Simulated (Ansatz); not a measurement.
## Computed properties of Ta$_{2}$BN

Ta$_{2}$BN:
```xyz
4
Lattice="1.5801 0.9123 5.1829 -1.5801 0.9123 5.1829 0.0000 -1.8246 5.1829" Properties=species:S:1:pos:R:3 pbc="T T T"
Ta     0.0000     0.0000    11.6245
Ta     0.0000     0.0000     3.9241
N      0.0000     0.0000     7.7743
B      0.0000     0.0000     0.0000
```

Space group R-3m (No. 166); conventional cell a = 3.160 Å, b = 3.160 Å, c = 15.549 Å, α = 90.00°, β = 90.00°, γ = 120.00°.

Method: DFT-PBEsol in the program Ansatz with PAW potentials. Geometry: relaxed at this level of theory. Other levels are named where they apply.

Cell and energy:

```json
{
  "volume_per_atom": "11.21 Å³",
  "density": "14.32 g/cm³",
  "Formation energy from the elements (no fitted shifts)": "-0.88 eV/atom"
}
```

Electronic structure:

```json
{
  "electronic_character": "metallic (no gap)",
  "Density of states at the Fermi level": "0.30 states/eV per atom (mean over ±0.08 eV)",
  "Gap with spin–orbit coupling": "none (metallic)"
}
```

Mechanics:

```json
{
 "Bulk modulus (Birch–Murnaghan fit)": "301 GPa",
 "Pressure derivative B′": "4.3"
}
```

Phonons:

```json
{
 "highest_zone_centre_frequency": "725 cm⁻¹",
 "zone_centre_stability": "no imaginary mode at Γ"
}
```

The start of the workflow was typed in or built on a structure type; neither database checked (COD, Materials Project) lists it. Whether it is the stable phase at ambient conditions was not checked. The PBEsol relaxation kept the symmetry of its start. No spin polarisation was allowed. As this level gives no gap, phonon frequencies hold no LO–TO term and depend on the k-mesh and smearing (Fermi–Dirac, 0.1 eV here). The references are the lowest solids computed at this level, not always the standard phases (solids in place of the gases). Scalar-relativistic: spin–orbit coupling is off unless named, which matters more the heavier the elements.

Potentials: the earlier of the program's two PAW sets. The files were generated under PBE; for other functionals the program regenerates the frozen cores, and for LDA and PBEsol the local potential too.
